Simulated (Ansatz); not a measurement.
**Structures of SrAl₂Te₃: which is lowest?**

Plane-wave DFT in Ansatz with scalar-relativistic PAW potentials, cutoff 420 eV, Γ-centred meshes chosen by cell and gap, Gaussian smearing with energies taken to zero width. Every cell was relaxed (cell and atoms) in a run of its own, within the symmetry of its start. Functional: PBE.

Relaxed structures (starts from databases or built by putting these elements on another compound's sites):
A. P6/mmm, 6 atoms in the computed cell, a = 7.502 Å, c = 3.801 Å; sites (symmetry × multiplicity) Sr 6/mmm × 1, Al -6m2 × 2, Te mmm × 3; start: built
B. P6_3/mmc, 12 atoms in the computed cell, a = 4.300 Å, c = 21.857 Å; sites (symmetry × multiplicity) Sr -6m2 × 2, Al 3m. × 4, Te -3m. × 2 + 3m. × 4; start: built

Problem. Rank them by energy. Could pressure change the order?

Solution.
| structure | group | E − E(lowest) (meV/atom) | V (Å³/atom) | gap on mesh (eV) |
| --- | --- | --- | --- | --- |
| B | P6_3/mmc | 0.0 | 29.17 | 0.00 |
| A | P6/mmm | 304 | 30.88 | 0.00 |

B is lowest, 304 meV/atom under A. The lowest is also the densest of these, so pressure wouldn't bring one of the others in at first order. Other structures may lie lower than all of these, and vibrations aren't counted.

Spin-orbit coupling is left out, which matters for the bands of heavy elements.